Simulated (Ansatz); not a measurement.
TiSi2 in space group P4/mmm (No. 123; Si on 2f, Ti on 1b) under volume change, DFT-PBE in the program Ansatz with PAW potentials, shape and atoms relaxed at each volume.

```json
[
 {"V (Å³/atom)": "15.789", "E − E(relaxed) (meV/atom)": "…", "P (GPa)": "…"},
 {"V (Å³/atom)": "16.310", "E − E(relaxed) (meV/atom)": "21.0", "P (GPa)": "6.73"},
 {"V (Å³/atom)": "16.830", "E − E(relaxed) (meV/atom)": "…", "P (GPa)": "…"},
 {"V (Å³/atom)": "17.351", "E − E(relaxed) (meV/atom)": "0.0", "P (GPa)": "0.00"},
 {"V (Å³/atom)": "17.871", "E − E(relaxed) (meV/atom)": "4.3", "P (GPa)": "-2.55"},
 {"V (Å³/atom)": "18.392", "E − E(relaxed) (meV/atom)": "16.3", "P (GPa)": "-4.78"},
 {"V (Å³/atom)": "18.912", "E − E(relaxed) (meV/atom)": "35.0", "P (GPa)": "-6.70"}
]
```

What belongs in the gaps?


- 15.789, E − E(relaxed) (meV/atom): 49.4
- 15.789, P (GPa): 10.64
- 16.830, E − E(relaxed) (meV/atom): 5.0
- 16.830, P (GPa): 3.17

What does a third-order Birch–Murnaghan fit give for V₀, B₀ and B′?

V₀ = 17.37 Å³/atom, B₀ = 93.3 GPa, B′ = 3.9.

The cell is a constructed one: a structure type filled with these elements; neither database checked (COD, Materials Project) lists it. It is not the phase usual at ambient conditions (space group No. 63, 70). The cell was relaxed with PBE under the symmetry of its start; its stability against distortions is not shown here. The run is not spin-polarised.

Potentials: the later of the program's two PAW sets.
